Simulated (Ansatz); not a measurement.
Relaxed-ion elastic tensor of PbS in space group P6_3mc (No. 186; Pb on 2a, S on 2b) in GPa (Voigt order), DFT-r²SCAN+D4 in the program Ansatz with PAW potentials; density 7.26 g/cm³, 27.35 Å³ per atom.

```
65.0  32.4  22.7   0.0   0.0   0.0
32.4  65.0  22.7   0.0   0.0   0.0
22.7  22.7  45.3   0.0   0.0   0.0
 0.0   0.0   0.0  21.7   0.0   0.0
 0.0   0.0   0.0   0.0  21.7   0.0
 0.0   0.0   0.0   0.0   0.0  16.3
```

Is the crystal mechanically stable?

Yes: the smallest eigenvalue of C is 16.3 GPa.

Work out the Voigt, Reuss and Hill averages.

K_V = 36.8, K_R = 34.8, K_H = 35.8; G_V = 18.4, G_R = 17.8, G_H = 18.1 GPa.

Give Young's modulus, Poisson's ratio, Pugh's ratio and the universal anisotropy index.

E = 9KG/(3K + G) = 46.5 GPa; ν = 0.28; K/G = 1.97 (ductile by the Pugh limit of 1.75); A_U = 5G_V/G_R + K_V/K_R − 6 = 0.22.

Estimate the sound speeds and the Debye temperature.

v_l = √((K + 4G/3)/ρ) = 2870 m/s, v_t = √(G/ρ) = 1580 m/s, mean 1760 m/s; Θ = (h/k)(3n/4πV)^(1/3) v_m = 174 K.

How much does each axis shrink under pressure?

Linear compressibilities β_i = Σ_j S_ij (j = 1 to 3): x 6.7, y 6.7, z 15 per TPa.

The workflow started from a Materials Project entry (that database holds measured and hypothetical structures alike); the Crystallography Open Database copy checked does not list it. It is not the phase usual at ambient conditions (space group No. 225). Symmetry was held in the r²SCAN+D4 relaxation; of distortions, only those at the zone centre were tested. Scalar-relativistic: spin–orbit coupling is off unless named, which matters more the heavier the elements.

Potentials: the later of the program's two PAW sets.
